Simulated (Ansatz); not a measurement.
Input and command of a calculation in Ansatz (plane waves; scalar-relativistic PAW potentials unless the input names others):

```yaml
crystal:
  lattice:
    - [4.442146078, 0.0, 0.0]
    - [0.0, 4.442146078, 0.0]
    - [0.0, 0.0, 4.442146078]
  atoms:
    - { symbol: Li, position: [0.8667912618, 0.1332087382, 0.6332087382], spin: 2.0 }
    - { symbol: Li, position: [0.3667912618, 0.3667912618, 0.3667912618] }
    - { symbol: Li, position: [0.1332087382, 0.6332087382, 0.8667912618] }
    - { symbol: Li, position: [0.6332087382, 0.8667912618, 0.1332087382] }
basis:
  ecutwfc: 420
kpoints:
  mp_grid: { grid: [10, 10, 10] }
hamiltonian:
  xc: pbesol
scf:
  occupations: { method: gaussian, width: 0.1 }
  max_iter: 80
output:
  forces: true
  eigenvalues: true
  stress: true
```

```bash
ansatz run input.yaml --threads 1 --pin off --max-ram 1331MiB --backend cpu --events-out ev --progress --plain --runs-dir out
```

Question: What is wrong with this input?

Answer: The program refuses it, because of a moment without spin polarisation (crystal.atoms[0].spin: not typed → 2.0). Without that key it is accepted.

Abridged log:
```
Error: inconsistent input (magnetization.spin_polarized): false but per-atom `spin:`, `per_species`, `initial_magnetization`, `magnetic_field`, or `spin_locking` is set
```